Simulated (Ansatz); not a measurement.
Zn$_{3}$CdS$_{4}$ in space group P-43m (No. 215; Zn on 3c, Cd on 1a, S on 4e), LDA (plane waves, PAW; program Ansatz): ε∞ = 6.41, cell volume 158.43 Å³. Infrared-active transverse modes:

```
ω_TO (cm⁻¹)  oscillator strength S_xx (e²/amu)
-----------  ---------------------------------
71.1                                 0.0004370
201.5                                 0.001270
276.5                                   0.6918
318.6                                  0.01617
```

### Question
Compute the static dielectric constant.

### Answer
Each mode adds (4.921e7/V) S/ω²: 0.03, 0.01, 2.81, 0.05. So ε0 = 9.31.

The workflow started from a Materials Project entry (that database holds measured and hypothetical structures alike); the Crystallography Open Database copy checked does not list it. With Zn and Cd taken as one species the cell has the higher symmetry F-43m, so it may be an ordered model of a mixed-site phase. Whether it is the stable phase at ambient conditions was not checked. Symmetry was held in the LDA relaxation; phonons on a q-mesh show no instability. Spin–orbit coupling is left out wherever it is not named.

Potentials: the later of the program's two PAW sets.
